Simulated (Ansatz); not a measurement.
A geometry of La₂O₃ away from equilibrium: step 2 of the relaxation of a relaxed La2O3 cell, doubled along one cell vector, shaken by Gaussian noise of σ = 0.08 Å a coordinate. Calculation: r2SCAN (plane waves to 500 eV, PAW, scalar-relativistic; Ansatz, an electronic-structure program). Γ-centred k-mesh 5×3×5 on the run's cell (coarser than for final values), Fermi–Dirac smearing 0.05 eV.

```xyz
10
Lattice="4.5544 -0.0015 0.0017 -0.0030 9.0844 -0.0078 0.0017 -0.0039 4.5591" Properties=species:S:1:pos:R:3 pbc="T T T"
La     2.4799     2.1622     2.3348
La     2.1960     6.6672     2.0210
La     0.0531    -0.0599     0.0781
La     0.0139     4.5352     0.0267
O      2.3352    -0.0154     0.0235
O      2.2956     4.6215     0.0984
O     -0.0301     2.1954    -0.0335
O      0.0795     6.8134     0.2200
O      0.0882    -0.0553     2.3459
O      0.0701     4.6573     2.3110
```

Task: What forces act on the atoms (eV/Å)?

Result: 
```csv
atom,Fx,Fy,Fz
La1,0.58,-1.14,0.33
La2,-0.66,-0.34,-1.27
La3,0.11,0.09,-0.61
La4,0.06,-0.76,-0.50
O5,-0.05,0.47,0.29
O6,0.01,0.61,0.74
O7,-0.78,1.26,-0.23
O8,0.54,-1.15,1.30
O9,0.04,0.55,0.01
O10,0.16,0.40,-0.04
```

Task: What is the pressure?

Result: +0.9 GPa, compression positive.

No spin polarisation in the result.

The end of the path is a generated cell of La2O3: the first start was made by a random draw of sites in a space group, and the end was not matched to a known phase here, so it may be hypothetical. Known forms of La2O3 include space group No. 164.
